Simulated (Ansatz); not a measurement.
V (bcc (W type), space group No. 229) at seven volumes, PBE+D3(BJ) in the plane-wave PAW code Ansatz, scaled uniformly. One row is withheld.

```
V (Å³/atom)  P (GPa)
-----------  -------
11.686         22.33
12.072         13.81
12.457          6.41
12.842          0.00
13.227         -5.54
13.613        -10.33
13.998             ?
```

Problem. Fit the shown pressures and predict the withheld one.

Solution. P = (3/2)B₀(x^(7/2) − x^(5/2))[1 + (3/4)(B′ − 4)(x − 1)] with x = (V₀/V)^(2/3). Least squares on the six rows gives V₀ = 12.843 Å³/atom, B₀ = 198 GPa, B′ = 3.76. At V = 13.998, x = 0.9442 and P = -14.50 GPa. The run itself gave -14.48 GPa.

Space group Im-3m (bcc (W type)). The PBE+D3(BJ) relaxation kept the symmetry of its start. The workflow began spin-polarised and lost its moments. The pairwise dispersion correction was not fitted to metals.

Potentials: the earlier of the program's two PAW sets.
